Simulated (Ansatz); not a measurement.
A relaxation computed with Ansatz, from input to last step.

```yaml
crystal:
  lattice:
    - [6.2566544163, 0.0, 0.0]
    - [-3.1283272081, 5.4184216672, 0.0]
    - [0.0, 0.0, 5.345383258]
  atoms:
    - { symbol: Ta, position: [0.3333333333, 0.6666666667, 0.75] }
    - { symbol: Ta, position: [0.6666666667, 0.3333333333, 0.25] }
    - { symbol: P, position: [0.0, 0.0, 0.5] }
    - { symbol: P, position: [0.0, 0.0, 0.0] }
    - { symbol: Au, position: [0.146, 0.2919999999, 0.25] }
    - { symbol: Au, position: [0.854, 0.146, 0.75] }
    - { symbol: Au, position: [0.854, 0.7080000001, 0.75] }
    - { symbol: Au, position: [0.146, 0.854, 0.25] }
    - { symbol: Au, position: [0.7080000001, 0.854, 0.25] }
    - { symbol: Au, position: [0.2919999999, 0.146, 0.75] }
basis:
  ecutwfc: 420
kpoints:
  mp_grid: { grid: [3, 3, 4] }
hamiltonian:
  xc: pbe
scf:
  occupations: { method: gaussian, width: 0.1 }
  lower_state_search: "off"
output:
  forces: true
  stress: true
  eigenvalues: true
relax:
  adjacent_minimum: "off"
  f_tol: 0.04
  max_steps: 70
  cell: { stress_tol: 0.4 }
```

```bash
ansatz run input.yaml --threads 1 --pin off --max-ram 2560MiB --backend cpu --events-out ev --progress --plain --runs-dir out
```

The calculation used DFT PBE, scalar-relativistic, plane waves, PAW in Ansatz.

Of 9 frames 9 are shown, positions in Å and forces in eV/Å; the SCF threshold varies from step to step. Steps run on the plane waves of an earlier cell, with a Pulay correction in the pressure. The basis is chosen afresh for the last frame, the zero of the energies, and at times for earlier ones too; energy and pressure can step there, also at an unchanged geometry. Where two frames share a geometry here, they differ by under 2 meV/atom and 0.3 GPa.

```xyz
10
Lattice="6.2567 0.0000 0.0000 -3.1283 5.4184 0.0000 0.0000 0.0000 5.3454" Properties=species:S:1:pos:R:3:forces:R:3 pbc="T T T" step=1 free_energy_over_end_meV_per_atom=1751.90 pressure_GPa=47.19
Ta    0.0000    3.6123    4.0090    0.0000    0.0000    0.0000
Ta    3.1283    1.8061    1.3363    0.0000    0.0000    0.0000
P     0.0000    0.0000    2.6727    0.0000    0.0000    0.0000
P     0.0000    0.0000    0.0000    0.0000    0.0000    0.0000
Au    0.0000    1.5822    1.3363    0.0000   12.8862    0.0000
Au    4.8864    0.7911    4.0090  -11.1597    6.4431    0.0000
Au    3.1283    3.8362    4.0090    0.0000  -12.8862    0.0000
Au   -1.7581    4.6273    1.3363   11.1597   -6.4431    0.0000
Au    1.7581    4.6273    1.3363  -11.1597   -6.4431    0.0000
Au    1.3702    0.7911    4.0090   11.1597    6.4431    0.0000
10
Lattice="6.3327 0.0000 0.0000 -3.1664 5.4843 0.0000 0.0000 0.0000 5.5179" Properties=species:S:1:pos:R:3:forces:R:3 pbc="T T T" step=2 free_energy_over_end_meV_per_atom=587.46 pressure_GPa=8.47
Ta    0.0000    3.6562    4.1384    0.0000    0.0000    0.0000
Ta    3.1664    1.8281    1.3795    0.0000    0.0000    0.0000
P     0.0000    0.0000    2.7590    0.0000    0.0000    0.0000
P     0.0000    0.0000    0.0000    0.0000    0.0000    0.0000
Au    0.0000    1.7986    1.3795    0.0000    5.0583    0.0000
Au    4.7751    0.8993    4.1384   -4.3807    2.5292    0.0000
Au    3.1664    3.6857    4.1384    0.0000   -5.0583    0.0000
Au   -1.6087    4.5850    1.3795    4.3807   -2.5292    0.0000
Au    1.6087    4.5850    1.3795   -4.3807   -2.5292    0.0000
Au    1.5577    0.8993    4.1384    4.3807    2.5292    0.0000
10
Lattice="6.1707 0.0000 0.0000 -3.0854 5.3440 0.0000 0.0000 0.0000 5.3538" Properties=species:S:1:pos:R:3:forces:R:3 pbc="T T T" step=3 free_energy_over_end_meV_per_atom=205.07 pressure_GPa=9.06
Ta    0.0000    3.5627    4.0154    0.0000    0.0000    0.0000
Ta    3.0854    1.7813    1.3385    0.0000    0.0000    0.0000
P     0.0000    0.0000    2.6769    0.0000    0.0000    0.0000
P     0.0000    0.0000    0.0000    0.0000    0.0000    0.0000
Au    0.0000    1.9445    1.3385    0.0000    2.4514    0.0000
Au    4.4867    0.9723    4.0154   -2.1230    1.2257    0.0000
Au    3.0854    3.3995    4.0154    0.0000   -2.4514    0.0000
Au   -1.4013    4.3717    1.3385    2.1230   -1.2257    0.0000
Au    1.4013    4.3717    1.3385   -2.1230   -1.2257    0.0000
Au    1.6840    0.9723    4.0154    2.1230    1.2257    0.0000
10
Lattice="6.3022 0.0000 0.0000 -3.1511 5.4579 0.0000 0.0000 0.0000 5.0924" Properties=species:S:1:pos:R:3:forces:R:3 pbc="T T T" step=4 free_energy_over_end_meV_per_atom=86.76 pressure_GPa=8.33
Ta    0.0000    3.6386    3.8193    0.0000    0.0000    0.0000
Ta    3.1511    1.8193    1.2731    0.0000    0.0000    0.0000
P     0.0000    0.0000    2.5462    0.0000    0.0000    0.0000
P     0.0000    0.0000    0.0000    0.0000    0.0000    0.0000
Au    0.0000    2.1179    1.2731    0.0000   -0.5616    0.0000
Au    4.4681    1.0590    3.8193    0.4864   -0.2808    0.0000
Au    3.1511    3.3400    3.8193    0.0000    0.5616    0.0000
Au   -1.3169    4.3989    1.2731   -0.4864    0.2808    0.0000
Au    1.3169    4.3989    1.2731    0.4864    0.2808    0.0000
Au    1.8342    1.0590    3.8193   -0.4864   -0.2808    0.0000
10
Lattice="6.6025 0.0000 0.0000 -3.3013 5.7179 0.0000 0.0000 0.0000 4.9194" Properties=species:S:1:pos:R:3:forces:R:3 pbc="T T T" step=5 free_energy_over_end_meV_per_atom=24.12 pressure_GPa=-1.12
Ta    0.0000    3.8120    3.6895    0.0000    0.0000    0.0000
Ta    3.3013    1.9060    1.2298    0.0000    0.0000    0.0000
P     0.0000    0.0000    2.4597    0.0000    0.0000    0.0000
P     0.0000    0.0000    0.0000    0.0000    0.0000    0.0000
Au    0.0000    2.2262    1.2298    0.0000   -0.0393    0.0000
Au    4.6745    1.1131    3.6895    0.0340   -0.0196    0.0000
Au    3.3013    3.4917    3.6895    0.0000    0.0393    0.0000
Au   -1.3733    4.6048    1.2298   -0.0340    0.0196    0.0000
Au    1.3733    4.6048    1.2298    0.0340    0.0196    0.0000
Au    1.9280    1.1131    3.6895   -0.0340   -0.0196    0.0000
10
Lattice="6.7584 0.0000 0.0000 -3.3792 5.8529 0.0000 0.0000 0.0000 4.6586" Properties=species:S:1:pos:R:3:forces:R:3 pbc="T T T" step=6 free_energy_over_end_meV_per_atom=6.80 pressure_GPa=0.89
Ta    0.0000    3.9020    3.4939    0.0000    0.0000    0.0000
Ta    3.3792    1.9510    1.1646    0.0000    0.0000    0.0000
P     0.0000    0.0000    2.3293    0.0000    0.0000    0.0000
P     0.0000    0.0000    0.0000    0.0000    0.0000    0.0000
Au    0.0000    2.3057    1.1646    0.0000   -0.4346    0.0000
Au    4.7616    1.1529    3.4939    0.3764   -0.2173    0.0000
Au    3.3792    3.5472    3.4939    0.0000    0.4346    0.0000
Au   -1.3824    4.7001    1.1646   -0.3764    0.2173    0.0000
Au    1.3824    4.7001    1.1646    0.3764    0.2173    0.0000
Au    1.9968    1.1529    3.4939   -0.3764   -0.2173    0.0000
10
Lattice="6.8752 0.0000 0.0000 -3.4376 5.9541 0.0000 0.0000 0.0000 4.5615" Properties=species:S:1:pos:R:3:forces:R:3 pbc="T T T" step=7 free_energy_over_end_meV_per_atom=1.72 pressure_GPa=-0.62
Ta    0.0000    3.9694    3.4211    0.0000    0.0000    0.0000
Ta    3.4376    1.9847    1.1404    0.0000    0.0000    0.0000
P     0.0000    0.0000    2.2808    0.0000    0.0000    0.0000
P     0.0000    0.0000    0.0000    0.0000    0.0000    0.0000
Au    0.0000    2.3230    1.1404    0.0000    0.0750    0.0000
Au    4.8633    1.1615    3.4211   -0.0649    0.0375    0.0000
Au    3.4376    3.6310    3.4211    0.0000   -0.0750    0.0000
Au   -1.4258    4.7925    1.1404    0.0649   -0.0375    0.0000
Au    1.4258    4.7925    1.1404   -0.0649   -0.0375    0.0000
Au    2.0118    1.1615    3.4211    0.0649    0.0375    0.0000
10
Lattice="6.8513 0.0000 0.0000 -3.4257 5.9334 0.0000 0.0000 0.0000 4.5674" Properties=species:S:1:pos:R:3:forces:R:3 pbc="T T T" step=8 free_energy_over_end_meV_per_atom=1.38 pressure_GPa=0.09
Ta    0.0000    3.9556    3.4256    0.0000    0.0000    0.0000
Ta    3.4257    1.9778    1.1419    0.0000    0.0000    0.0000
P     0.0000    0.0000    2.2837    0.0000    0.0000    0.0000
P     0.0000    0.0000    0.0000    0.0000    0.0000    0.0000
Au    0.0000    2.3181    1.1419    0.0000    0.0049    0.0000
Au    4.8438    1.1591    3.4256   -0.0043    0.0025    0.0000
Au    3.4257    3.6153    3.4256    0.0000   -0.0049    0.0000
Au   -1.4181    4.7744    1.1419    0.0043   -0.0025    0.0000
Au    1.4181    4.7744    1.1419   -0.0043   -0.0025    0.0000
Au    2.0075    1.1591    3.4256    0.0043    0.0025    0.0000
10
Lattice="6.8513 0.0000 0.0000 -3.4257 5.9334 0.0000 0.0000 0.0000 4.5674" Properties=species:S:1:pos:R:3:forces:R:3 pbc="T T T" step=9 free_energy_over_end_meV_per_atom=0.00 pressure_GPa=0.21
Ta    0.0000    3.9556    3.4256    0.0000    0.0000    0.0000
Ta    3.4257    1.9778    1.1419    0.0000    0.0000    0.0000
P     0.0000    0.0000    2.2837    0.0000    0.0000    0.0000
P     0.0000    0.0000    0.0000    0.0000    0.0000    0.0000
Au    0.0000    2.3181    1.1419    0.0000    0.0028    0.0000
Au    4.8438    1.1591    3.4256   -0.0025    0.0014    0.0000
Au    3.4257    3.6153    3.4256    0.0000   -0.0028    0.0000
Au   -1.4181    4.7744    1.1419    0.0025   -0.0014    0.0000
Au    1.4181    4.7744    1.1419   -0.0025   -0.0014    0.0000
Au    2.0075    1.1591    3.4256    0.0025    0.0014    0.0000
```

The start puts this composition into another compound's structure type, which needn't suit it. At the end the space group is P6_3/mmc (tolerance 0.05 Å).

The run took 110 s on 1 thread of Arm Neoverse V1, with other jobs on the host, peak memory 0.52 GiB.

The k mesh is coarse. Spin–orbit coupling is left out, which can shift energies with elements as heavy as these.